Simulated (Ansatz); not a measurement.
# How much do the gradients of BiTe depend on the method?

Cell: a COD entry, its atoms then relaxed with PBE in this cell.

Space group P-3m1 (No. 164); a = 4.4220, c = 24.0500 Å, γ = 120.00°.

```csv
site,Wyckoff,site symmetry,x,y,z
Bi1,2c,3m.,0.0000,0.0000,0.1248
Bi3,2d,3m.,0.3333,0.6667,0.2916
Bi5,2d,3m.,0.6667,0.3333,0.4650
Te7,2d,3m.,0.3333,0.6667,0.0536
Te9,2d,3m.,0.6667,0.3333,0.2087
Te11,2c,3m.,0.0000,0.0000,0.3636
```

One atom of each set is listed.

First run. Level of theory: DFT, PBE, plane waves and PAW, scalar-relativistic, 420 eV cutoff, Γ-centred 11×11×2 k-points, Fermi–Dirac smearing 0.05 eV (Ansatz 0.2.0).

```tsv
site	V_zz (10²¹ V/m²)	η
Bi1	0.77	0.00
Bi3	2.62	0.00
Bi5	6.26	0.00
Te7	-1.35	0.00
Te9	8.10	0.00
Te11	0.40	0.00
```

Second run. The same atoms and settings, except that the functional is r2SCAN and the cutoff is 500 eV.

(1) Given the first result, estimate the second.

Results:

(1) 

```csv
site,V_zz,η,change of V_zz
Bi1,1.35,0.00,+0.58
Bi3,3.27,0.00,+0.65
Bi5,4.47,0.00,-1.79
Te7,-2.68,0.00,-1.33
Te9,8.20,0.00,+0.10
Te11,-0.54,0.00,-0.94
```

The largest change of V_zz is on Bi5, from 6.26 to 4.47. In per cent, |V_zz| changes by -29 to +75 on Bi, +1 to +99 on Te (all sites that start above 0.5). V_zz changes sign on Te11 (same axis).

Spin–orbit coupling is left out, which shifts gradients on Bi by a few per cent in wide-gap crystals, and can shift them far more where the calculated gap is small or absent, as here.
For the first run: With a gap of 0.16 eV under a smearing of 0.05 eV the band edges are partly filled, so small gradients can hang on the smearing and the k-mesh.
For the second run: The largest force is 0.3 eV/Å, so the atoms aren't at the calculated equilibrium and relaxing them would move these values. With a gap of 0.11 eV under a smearing of 0.05 eV the band edges are partly filled, so small gradients can hang on the smearing and the k-mesh.
